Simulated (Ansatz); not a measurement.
**TiO2: what each run costs**

Cell: 24 atoms, space group Pbca, a = 5.171 Å, b = 9.211 Å, c = 5.472 Å, α = 90.00°, β = 90.00°, γ = 90.00°.

All runs are DFT with Ansatz 0.2.0 on 1 thread of AMD EPYC 9R14 (Zen 4) (x86_64; 16 cores open to the job, memory cap 3.0 GiB, no GPU), a shared host.

(1) Rank the runs by wall time, shortest first.
A. single point at relaxed positions, r2SCAN, gradients read without the response of the cores, 500 eV, 5×3×5 k-points, smearing 0.02 eV
B. relaxation of the ions, PBE, gradients read without the response of the cores, 420 eV, 5×3×5 k-points, smearing 0.02 eV
C. single point, PBE, gradients read without the response of the cores, 420 eV, 5×3×5 k-points, smearing 0.02 eV

Results:

(1) C (29 s, 0.81 GiB), A (52 s, 1.3 GiB), B (2.4 min, 0.87 GiB).
